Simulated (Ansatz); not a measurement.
System: Au (fcc type), 1 atom in the cell.

Theory: PBE, all-electron LAPW, point nucleus (Ansatz 0.2.0 development build).

k-mesh 12×12×12 Γ-centred; Fermi–Dirac smearing of 0.1 eV; no spin polarisation; no spin–orbit coupling.

```yaml
crystal:
  lattice:
    - [0.00000, 2.08000, 2.08000]
    - [2.08000, 0.00000, 2.08000]
    - [2.08000, 2.08000, 0.00000]
  atoms:
    - { symbol: Au, position: [0.00000, 0.00000, 0.00000] }
```
Lattice in Å, positions in fractions of it.

Q: Would the cell expand or shrink if it were free to relax?

A: The pressure is -0.14 GPa, so at these settings the cell is stretched and would shrink.

The k-mesh is modest, so these values aren't fully converged in k.
